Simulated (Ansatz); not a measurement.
## HfB: a sublattice moved along a line

Computed with DFT PBE, scalar-relativistic, plane waves, PAW (Ansatz 0.2.0). Cutoff 420 eV, Γ-centred 18×18×18 k-points, Gaussian smearing of 0.15 eV. Spin–orbit coupling is left out, which can shift energies with elements as heavy as these. No spin polarisation. Energies are free energies at this smearing, counted from the undisturbed cell; pressure is positive in compression.

Zero of the scan (as given, not relaxed at this level; it stands at 29.8 GPa, and it needn't be the usual structure):

```
CELL_PARAMETERS angstrom
0.00000 2.31000 2.31000
2.31000 0.00000 2.31000
2.31000 2.31000 0.00000
ATOMIC_POSITIONS crystal
Hf 0.50000 0.50000 0.50000
B 0.00000 0.00000 0.00000
```

Every B atom is moved by x along the Cartesian unit vector (0.000, 0.000, -1.000); the cell and all other atoms stay fixed. The cell is metallic on the mesh throughout. At 30 GPa the given cell is far from its own equilibrium, so these figures belong to a strongly strained crystal.

| x (Å) | ΔE (meV/cell) | force along x on the moved atoms (eV/Å) | pressure (GPa) |
| --- | --- | --- | --- |
| -0.2000 | 245.8 | 2.63 | 32.7 |
| -0.1000 | 58.1 | 1.18 | 30.5 |
| 0.0000 | 0.0 | 0.00 | 29.8 |
| 0.0250 | 3.6 | -0.29 | 29.8 |
| 0.0500 | 14.3 | -0.58 | 30.0 |
| 0.0750 | 32.4 | -0.87 | 30.2 |
| 0.1250 | 91.7 | -1.51 | 30.9 |
| 0.1500 | 133.9 | -1.86 | 31.4 |
| 0.1750 | 185.0 | -2.24 | 32.0 |

By symmetry 0.2000 repeats -0.2000, -0.1500 repeats 0.1500, 0.1000 repeats -0.1000, -0.0500 repeats 0.0500 in energy, with the opposite slope along the path.